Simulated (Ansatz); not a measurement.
Input file for Ansatz (a first-principles code):

Ansatz 0.2 input:
```yaml
crystal:
  lattice:
    - [3.8945220389, 0.0, 0.0]
    - [-1.9472610195, 3.3727550213, 0.0]
    - [0.0, 0.0, 6.2277498781]
  atoms:
    - { symbol: Li, position: [0.6666666667, 0.3333333333, 0.8780716955] }
    - { symbol: Li, position: [0.3333333333, 0.6666666667, 0.3780716955] }
    - { symbol: Cl, position: [0.6666666667, 0.3333333333, 0.4969283045] }
    - { symbol: Cl, position: [0.3333333333, 0.6666666667, 0.9969283045] }
kpoints:
  mp_grid: { grid: [8, 8, 5] }
hamiltonian:
  xc: r2scan
  pseudopotentials: { kind: paw }
scf:
  occupations: { method: fixed }
phonons:
  method: dfpt
  response_accuracy: low
  eigenvectors: true
  rigid_motions: translations
  dielectric: true
```

Output (shortened):

```
Pseudopotential: Li, paw, valence charge 3
Pseudopotential: Cl, paw, valence charge 7
Functional definition: r2SCAN
Crystal: 4 atoms, lattice volume = 81.803 Å³
Basis set: ecut = 500 eV, 2069 PW (Γ), exchange–correlation on 300×300×480 points (1000 copies of the dense FFT grid, shifted against one another)
Bands: 14, of which v1, the nominal top of the filled ones, is band 10 counted from 1 (9 counted from 0)
Symmetry: 12 space group operations
k-points: 93 of 320 (irreducible under 2 space group operations, time reversal used)
SCF iter   1: F=—  HF=-2585.536804 eV  |F-HF|=—  |Δ(HF+E_count)|=         —  Δρ=4.03e-3  dr2=6.81e-3  dr2_τ=4.85e-3  ethr=1.77e-3  ⟨swp⟩=5.0  Hψ=6729  notcnv=0  defer=180
preconditioner: auto → Resta (q_TF=auto, 2.157 Å⁻¹)
SCF iter   2: F=—  HF=-2585.580481 eV  |F-HF|=—  |Δ(HF+E_count)|=   4.37e-2  Δρ=2.04e-3  dr2=1.67e-3  dr2_τ=6.48e-5  ethr=3.40e-5  ⟨swp⟩=3.0  Hψ=3368  notcnv=0  defer=186
SCF iter   3: F=—  HF=-2585.580710 eV  |F-HF|=—  |Δ(HF+E_count)|=   2.28e-4  Δρ=3.28e-4  dr2=8.06e-5  dr2_τ=3.81e-6  ethr=8.36e-6  ⟨swp⟩=2.1  Hψ=2023  notcnv=0  defer=186
SCF iter   4: F=—  HF=-2585.580738 eV  |F-HF|=—  |Δ(HF+E_count)|=   2.88e-5  Δρ=8.70e-5  dr2=6.06e-6  dr2_τ=7.00e-7  ethr=4.03e-7  ⟨swp⟩=2.1  Hψ=2199  notcnv=0  defer=186
SCF iter   5: F=—  HF=-2585.580739 eV  |F-HF|=—  |Δ(HF+E_count)|=   6.38e-7  Δρ=2.93e-5  dr2=5.57e-7  dr2_τ=3.00e-8  ethr=3.03e-8  ⟨swp⟩=2.0  Hψ=1922  notcnv=0  defer=6
SCF iter   6: F=—  HF=-2585.580740 eV  |F-HF|=—  |Δ(HF+E_count)|=   1.43e-6  Δρ=6.84e-6  dr2=2.95e-8  dr2_τ=3.83e-9  ethr=2.79e-9  ⟨swp⟩=2.0  Hψ=2232  notcnv=0
SCF iter   7: F=—  HF=-2585.580740 eV  |F-HF|=—  |Δ(HF+E_count)|=   2.74e-8  Δρ=6.98e-7  dr2=3.91e-10  dr2_τ=4.29e-11  ethr=1.48e-10  ⟨swp⟩=2.0  Hψ=2035  notcnv=0
SCF iter   8: F=-2585.580740 eV  HF=-2585.580740 eV  |F-HF|=3.18e-12  |Δ(HF+E_count)|=  1.87e-10  Δρ=1.69e-7  dr2=4.14e-11  dr2_τ=1.87e-12  ethr=1.00e-12  ⟨swp⟩=8.0  Hψ=8080  notcnv=0
SCF 1 converged in 8 iterations: F = -2585.580740 eV  dr2 = 4.14e-11
NSCF: frozen V_eff on 5 k-points
DFPT response loops at Γ: preconditioner auto → none (the input reference at scf.mixing.eps_inf says where Resta's filter doesn't serve); β = 0.50 …
SCF converged after 8 iterations
Free energy (F): -2585.580740 eV
Harris-Foulkes:  -2585.580740 eV  (|F-HF|=3.18e-12)
Internal energy: -2585.580740 eV  (E = F + TS)
E sigma→0 (E₀):  -2585.580740 eV
Fermi energy:    -0.581728 eV
--- Per-component energies (eV) ---
  E_band       = -251.679115
  E_kinetic    = 367.068133
  E_local      = -793.634634  (includes V_loc(G=0)·N_el)
  E_nonlocal   = -9.775722
  E_hartree    = 246.306767
  E_xc         = -230.484371
  E_vxc        = -301.460039  (∫ρ·V_xc dr)
  E_paw        = -1377.022676  (= ΣΔE_a)
  E_vpaw       = -22.854680  (= ΣTr[D̂ρ^β])
  E_aug_tail   = -0.000111  (compensation charges beyond the density's cutoff)
  E_vtau       = 16.364273  (kinetic-family band-sum trace: ∫τ·v_τ [+ j·A + Jᵃ·Aᵃ] dr)
  E_ewald      = -787.765313
  E_core_change = -0.272814  (= ΣΔE_core)
  E_smearing   =  0.000000  (= −TS)
  E_closure    = 0.000000  (closes the sum)
  Σ components = -2585.580740   (vs F -2585.580740, Δ=0.00e0)
  [band-id]    e_kinetic+e_local+e_nonlocal+2·e_hartree+e_vxc+e_vpaw+e_augmentation_tail+e_vtau = -251.679246   (vs E_band -251.679115, Δ=-1.32e-4)
--- Band table (eV; the first three rows and the last of 93) ---
  k-point 0: bands = ["-44.6455", "-44.6438", "-13.9467", "-13.6115", "-2.7218", "-1.0016", "-1.0016", "-0.6665", "-0.6665", "-0.5817", "6.1010", "8.3962", "10.1419", "10.1419"]
  k-point 1: bands = ["-44.6453", "-44.6439", "-13.9169", "-13.6459", "-2.5490", "-0.9707", "-0.9707", "-0.8341", "-0.6997", "-0.6997", "6.3866", "8.2576", "10.1353", "10.1353"]
  k-point 2: bands = ["-44.6449", "-44.6443", "-13.8368", "-13.7334", "-2.0746", "-1.4288", "-0.8888", "-0.8888", "-0.7853", "-0.7853", "7.0706", "7.7972", "10.2234", "10.2234"]
  k-point 92: bands = ["-44.6437", "-44.6435", "-13.6131", "-13.5782", "-2.2780", "-2.2719", "-1.7461", "-1.6281", "-1.1451", "-0.9846", "8.1584", "8.1849", "9.6337", "9.7339"]
--- Phonons (Γ-DFPT): 4 representative perturbations + reference, on 93 of 320 k-points (Σ response iterations 22) ---
  ASR residual: 2.606e-4 → 0.000e0 eV/Å²; symmetrization residual: 2.663e-4 eV/Å²
  ASR residual per site (eV/Å²): 6.58e-5 6.58e-5 2.61e-4 2.61e-4
  Γ frequencies (cm⁻¹): 0.00 0.00 0.00 75.13 75.13 191.33 311.49 325.54 325.54 330.05 330.05 374.69
  ε∞ (high-frequency dielectric tensor):
        2.382911     0.000000     0.000000
        0.000000     2.382911     0.000000
        0.000000     0.000000     2.407824
  ε⁰ (static dielectric tensor: ions relaxed, cell fixed):
        4.333874     0.000000     0.000000
        0.000000     4.333874     0.000000
        0.000000     0.000000     4.681347
  ε⁰ − ε∞ (ionic part):
        1.950963     0.000000     0.000000
        0.000000     1.950963     0.000000
        0.000000     0.000000     2.273523
  softest optical mode at Γ: 75.13 cm⁻¹; the repairs (sum rule, projections) moved no ω² at Γ by more than (11.30 cm⁻¹)²
  Born effective charges Z* (e; rows j = field, columns β = displacement):
    site 0:
         1.01256    0.00000    0.00000
         0.00000    1.01256    0.00000
         0.00000    0.00000    1.03158
    site 1:
         1.01256    0.00000    0.00000
         0.00000    1.01256    0.00000
         0.00000    0.00000    1.03158
    site 2:
        -1.01256    0.00000    0.00000
         0.00000   -1.01256    0.00000
         0.00000    0.00000   -1.03158
    site 3:
        -1.01256    0.00000    0.00000
         0.00000   -1.01256    0.00000
         0.00000    0.00000   -1.03158
  Z* charge neutrality: 1.197e-5 e pre-enforcement
  k-mesh period / interband length: 31.1 Å / 1.16 Å = 26.81 at k = (0.0000, 0.0000, 0.0000), direct gap 6.683 eV — 14 or more, which is no proof of convergence
  optical modes at Γ without the LO–TO term, one row a degenerate level:
      ω (cm⁻¹)  modes    IR ((D/Å)²/amu)
         75.13      2             0.0000
        191.33      1             0.0000
        311.49      1             8.4603
        325.54      2             0.0000
        330.05      2            16.3024
        374.69      1             0.0000
  optical modes at Γ + LO–TO along q̂ = [1.0000, 0.0000, 0.0000]:
      ω (cm⁻¹)  modes    IR ((D/Å)²/amu)
         75.13      2             0.0000
        191.33      1             0.0000
        311.49      1             8.4603
        325.54      2             0.0000
        330.05      1             8.1512
        374.69      1             0.0000
        445.11      1             8.1512
  optical modes at Γ + LO–TO along q̂ = [0.0000, 1.0000, 0.0000]:
      ω (cm⁻¹)  modes    IR ((D/Å)²/amu)
         75.13      2             0.0000
        191.33      1             0.0000
        311.49      1             8.4603
        325.54      2             0.0000
        330.05      1             8.1512
        374.69      1             0.0000
        445.11      1             8.1512
  optical modes at Γ + LO–TO along q̂ = [0.0000, 0.0000, 1.0000]:
      ω (cm⁻¹)  modes    IR ((D/Å)²/amu)
         75.13      2             0.0000
        191.33      1             0.0000
        325.54      2             0.0000
        330.05      2            16.3024
        374.69      1             0.0000
        434.32      1             8.4603
```

Cost: very roughly 8 core-minutes on shared cores.

Space group P6_3mc (wurtzite). The first step of the workflow began from a Materials Project structure, measured or hypothetical; the Crystallography Open Database copy checked does not list it. It is not the phase usual at ambient conditions (space group No. 225). The cell was relaxed with r²SCAN under the symmetry of its start; of distortions, only those at the zone centre were tested.

Potentials: the later of the program's two PAW sets.

Ansatz is a plane-wave DFT program.
